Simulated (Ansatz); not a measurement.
BN in space group P6_3mc (No. 186; Pearson symbol hP12) under volume change, plane-wave PAW r²SCAN+D4 (Ansatz code), shape and atoms relaxed at each volume.

```json
[
 {"V (Å³/atom)": "8.110", "E − E(relaxed) (meV/atom)": "10.0", "P (GPa)": "4.73"},
 {"V (Å³/atom)": "8.377", "E − E(relaxed) (meV/atom)": "3.9", "P (GPa)": "2.66"},
 {"V (Å³/atom)": "8.645", "E − E(relaxed) (meV/atom)": "…", "P (GPa)": "…"},
 {"V (Å³/atom)": "8.912", "E − E(relaxed) (meV/atom)": "0.0", "P (GPa)": "0.00"},
 {"V (Å³/atom)": "9.180", "E − E(relaxed) (meV/atom)": "0.7", "P (GPa)": "-0.83"},
 {"V (Å³/atom)": "9.447", "E − E(relaxed) (meV/atom)": "2.6", "P (GPa)": "-1.36"},
 {"V (Å³/atom)": "9.714", "E − E(relaxed) (meV/atom)": "…", "P (GPa)": "…"}
]
```

Q: Complete the blanks.

A: 
- 8.645, E − E(relaxed) (meV/atom): 0.9
- 8.645, P (GPa): 1.11
- 9.714, E − E(relaxed) (meV/atom): 5.1
- 9.714, P (GPa): -1.71

Q: What does a third-order Birch–Murnaghan fit give for V₀, B₀ and B′?

A: V₀ = 8.91 Å³/atom, B₀ = 32.0 GPa, B′ = 10.3.

The start of the workflow was typed in or built on a structure type. Its sites differ from those of the usual phase in this space group: another stacking or structure type. The cell was relaxed with r²SCAN+D4 under the symmetry of its start; whether a distortion lowers the energy is not shown.

Potentials: the later of the program's two PAW sets.
